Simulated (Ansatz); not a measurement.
HfO2 with Fe replacing Hf — 57Fe Mössbauer parameters

Cell: a supercell of HfO2 (fluorite type, Fm-3m) built from an entry of the Crystallography Open Database (COD), with all atoms left at the host's positions.

Space group Fm-3m (No. 225); a = 10.2300 Å.

```
site  Wyckoff  site symmetry       x       y       z
  Fe       4a           m-3m  0.0000  0.0000  0.0000
 Hf2      24d           m.mm  0.2500  0.2500  0.0000
 Hf8       4b           m-3m  0.5000  0.5000  0.5000
  O9      32f            .3m  0.1250  0.1250  0.1250
 O12      32f            .3m  0.6250  0.3750  0.3750
```

One atom of each set is listed; the run and its k-mesh use a cell of 24 atoms with edges of 7.23, 7.23, 7.23 Å.

Method: Kohn–Sham DFT in Ansatz, PBE, plane waves and PAW, scalar-relativistic, collinear spin, 420 eV cutoff, Γ-centred 3×3×3 k-points, Fermi–Dirac smearing 0.01 eV, cell charge -1. Start moments as typed (μB): 5 on each Fe, none on the rest. The program fits them to the shells of the files, so those used differ somewhat.

Isomer shifts (against α-Fe) follow from the electron density at the nucleus, δ = α(ρ − ρ₀), with α = -0.366 mm s⁻¹ a₀³ and ρ₀ = 14904.00 a₀⁻³ from a line fitted to 10 measured compounds at this level of theory (rms miss 0.11 mm/s). ΔE_Q = ½eQV_zz(1 + η²/3)^½ with Q = 0.160 b for the 14.4 keV state. B_c is the Fermi-contact field along the atom's own moment; orbital and dipolar fields are not included.

Q: What would the 57Fe spectrum's parameters be?

A: 

```
site  atoms    first shell  ρ − ρ₀ (a₀⁻³)  δ (mm/s)  ΔE_Q (mm/s)  η  |m| (μB)  B_c (T)
  Fe      1  8 O at 2.21 Å          -2.33      0.85         0.00  –      3.90    -32.6
```



The defect repeats with the cell of 24 atoms, so it feels its images: sites between two images don't show the values beside a lone defect, and zeros or small values of η there can come from the images' arrangement. This high-symmetry form of HfO2 is unstable when cold, to shifts of the oxygen columns, towards the tetragonal form. The symmetry of the cell holds that distortion back, wholly or in part, and it would change the field gradients, the more the larger the distortion. A uniform background compensates the cell's charge. The cell keeps the host's lattice, where the PBE pressure is -6 GPa (in a charged cell this depends on the convention for the mean potential). The neighbours have not yet relaxed around the defect (largest force 0.40 eV/Å), so a real crystal will differ. Semilocal functionals underestimate the core's spin polarisation, so contact fields of ionic iron come out too small in magnitude.
